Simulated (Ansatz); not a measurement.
# Ba (Fm-3m), trigonal deformation path

The calculation used Ansatz 0.2.0, DFT r2SCAN, scalar-relativistic, plane waves, PAW. Cutoff 500 eV, Γ-centred 14×14×14 k-points, Gaussian smearing of 0.15 eV. No spin polarisation. Energies are free energies at this smearing, counted from the undisturbed cell; pressure is positive in compression.

Reference structure (as given, not relaxed at this level; it stands at -0.1 GPa; this fcc form isn't the usual structure):

```
CELL_PARAMETERS angstrom
0.00000 3.23267 3.23267
3.23267 0.00000 3.23267
3.23267 3.23267 0.00000
ATOMIC_POSITIONS crystal
Ba 0.00000 0.00000 0.00000
```

At fixed volume and fractional coordinates, lengths along (0.577, 0.577, 0.577) are scaled against those across it; ρ is that ratio over its starting value. The cell is metallic on the mesh throughout. At ρ = 0.500 the cell becomes cubic (Pm-3m), and there the slope of the energy vanishes by symmetry.

| ρ | ΔE (meV/atom) | pressure (GPa) |
| --- | --- | --- |
| 0.500 | 232.1 | -0.8 |
| 0.710 | ? | ? |
| 1.000 | 0.0 | -0.1 |
| 2.000 | 1022.6 | 2.7 |

Problem. Give the withheld values.

Solution. ΔE (meV/atom) at ρ = 0.710: 133.2; pressure (GPa) at ρ = 0.710: -0.4.